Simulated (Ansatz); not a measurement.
YOF:
Space group P4/nmm, origin choice 1 (No. 129); a = b = 3.811 Å, c = 5.422 Å, α = β = γ = 90.00°

```tsv
atom	site	symmetry	x	y	z
Y	2c	4mm	0.0000	0.5000	0.2887
O	2b	-4m2	0.5000	0.5000	0.5000
F	2a	-4m2	0.0000	0.0000	0.0000
```

Relaxed with PBEsol. 

Question: HSE06 on this cell (Ansatz, a quantum-chemistry and plane-wave program, PAW) gives a gap of 6.75 eV. What does PBEsol give?

Answer: 5.03 eV.

Cost on shared cores: the PBEsol run (SCF on a 7×7×5 mesh, then bands and DOS) roughly 50 core-seconds, the HSE06 run (SCF on 4×4×3, then a few points) around 2.1 core-minutes (rough); the tasks are unlike.

The first step of the workflow began from a Materials Project structure, measured or hypothetical; the Crystallography Open Database copy checked does not list it. COD files the formula under space group No. 166, so this cell is another polymorph or a model. Whether it is the stable phase at ambient conditions was not checked. The cell was relaxed with PBEsol under the symmetry of its start; its stability against distortions is not shown here. No spin polarisation was allowed. Spin–orbit coupling is left out wherever it is not named.

Potentials: the later of the program's two PAW sets.

Ansatz is a plane-wave DFT program.
